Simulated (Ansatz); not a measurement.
Mg:
```yaml
crystal:
  lattice:
    - [3.03428, 0.00000, 0.00000]
    - [-1.51714, 2.62776, 0.00000]
    - [0.00000, 0.00000, 3.02397]
  atoms:
    - { symbol: Mg, position: [0.00000, 0.00000, 0.00000] }
```

Relaxed with LDA. Special points in fractions of this cell's reciprocal vectors: Γ (0.000, 0.000, 0.000); M (0.500, 0.000, 0.000); K (0.333, 0.333, 0.000); A (0.000, 0.000, 0.500); L (0.500, 0.000, 0.500); H (0.333, 0.333, 0.500).

Question: List the band energies nearest the Fermi level at these points for the program Ansatz at the LDA level (PAW).

Answer: In eV from the Fermi level; about four levels below and three above (degenerate sets whole), none deeper than 8.9 eV; … stands for higher levels left out; points with the same levels are listed once.

```
k        below           above
-  -----------  --------------
Γ        -6.71     8.05 8.79 …
M  -1.57 -1.21     8.26 8.62 …
K            –  0.08 0.08 0.84
A  -3.02 -2.34   14.73 14.73 …
L            –  1.49 2.40 3.02
H            –  3.06 3.06 3.68
```

Space group P6/mmm (simple hexagonal). The first step of the workflow began from a Materials Project structure, measured or hypothetical; the Crystallography Open Database copy checked does not list it. It is not the phase usual at ambient conditions (space group No. 194). The LDA relaxation kept the symmetry of its start. At this level the phase is mechanically unstable.

Potentials: the later of the program's two PAW sets.
